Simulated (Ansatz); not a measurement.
**CsCdCl$_{3}$: strain energy, fitted**

CsCdCl$_{3}$, Pm-3m, a = 5.112 Å. The structure is a COD entry; whether it is the stable form wasn't checked. Ansatz: LDA, PAW, 420 eV, Γ-centred 6×6×6 mesh on 5 atoms, Gaussian smearing 0.02 eV; no spin polarisation. Series: uniaxial strain along c, with a, b and atoms relaxed; x is the strain in per cent. y is the free energy over the unstrained cell, V0 = 26.721 Å³/atom.

```tsv
x (%)	y (meV/atom)
-6.0	24.21
-4.0	?
-2.0	2.37
0.0	0.00
2.0	1.98
4.0	7.50
6.0	15.87
```

Task: Fit y = c2 x² + c3 x³ to the other rows, turn c2 into a modulus, and predict the missing energy.

Result: Least squares on the rows shown. y = 0.55561 x² − 0.019413 x³. In eV per unit strain² c2 is 5.556; this is Young's modulus along the axis (E = ½ Y V0 ε²): 2 × 5.556 × 160.2 / (26.721) = 67 GPa. At x = -4.0 the fit asked for gives 10.13 meV/atom. The run gave 10.06 meV/atom, so the fit is 0.07 meV/atom too high, within the rms miss on the fitted rows (0.08 meV/atom).

Symmetry holds off the tilts and polar distortions that many cubic perovskites undergo.